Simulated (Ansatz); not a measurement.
Relaxed-ion elastic tensor of B2Ir in space group P6/mmm (No. 191; Ir on 1a, B on 2d) in GPa (Voigt order), plane-wave PAW PBEsol (Ansatz code); density 13.42 g/cm³, 8.82 Å³ per atom.

```
  407    306    248    0.0    0.0    0.0
  306    407    248    0.0    0.0    0.0
  248    248    384    0.0    0.0    0.0
  0.0    0.0    0.0  -47.5    0.0    0.0
  0.0    0.0    0.0    0.0  -47.5    0.0
  0.0    0.0    0.0    0.0    0.0   50.6
```

### Question
Is the crystal mechanically stable?

### Answer
No: the smallest eigenvalue of C is -47.5 GPa.

A made-up cell: these elements were put on the sites of a structure type; neither database checked (COD, Materials Project) lists it. Its standing as an ambient phase is unchecked. The PBEsol relaxation kept the symmetry of its start. At this level the phase is dynamically unstable (imaginary phonons). No spin polarisation was allowed. As this level gives no gap, shear constants depend on the k-mesh and smearing (Fermi–Dirac, 0.1 eV here). Scalar-relativistic: spin–orbit coupling is off unless named, which matters more the heavier the elements.

Potentials: the earlier of the program's two PAW sets. The files were generated under PBE; for other functionals the program regenerates the frozen cores, and for LDA and PBEsol the local potential too.
